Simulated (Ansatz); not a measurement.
AlN (wurtzite, P6_3mc), r²SCAN in the plane-wave PAW code Ansatz. The conduction-band minimum lies at Γ, with 1 equivalent valley. Second derivatives d²E/dk² of the lowest band at one valley (eV·Å²), along Cartesian directions:

```csv
direction,d²E/dk²
[100],24.60
[010],24.60
[001],25.62
[110],24.60
[101],25.11
[011],25.11
```

Problem. Find the principal effective masses, the density-of-states mass and the conductivity mass.

Solution. Off-diagonal terms follow from H_xy = H[110] − (H_xx + H_yy)/2, and m*/mₑ = 7.620 eV·Å² over each eigenvalue: 0.30, 0.31, 0.31. One valley's DOS mass (m₁m₂m₃)^(1/3) = 0.31, conductivity mass 3/(Σ 1/mᵢ) = 0.31 mₑ.

Problem. What effective density of states Nc follows at 300 K for parabolic valleys?

Solution. Nc = 2.509e19 × 1 × (0.31)^(3/2) ≈ 4.3e18 cm⁻³.

Problem. With the computed static dielectric constant 8.18 (mean of the diagonal), estimate a hydrogenic donor's binding energy and radius.

Solution. E = 13.606 eV × 0.31/8.18² ≈ 63 meV; a = 0.529 Å × ε/m* ≈ 14 Å. Semilocal masses tend to be too small where the gap is.

Symmetry was held in the r²SCAN relaxation; phonons on a q-mesh show no instability.

Potentials: the later of the program's two PAW sets.
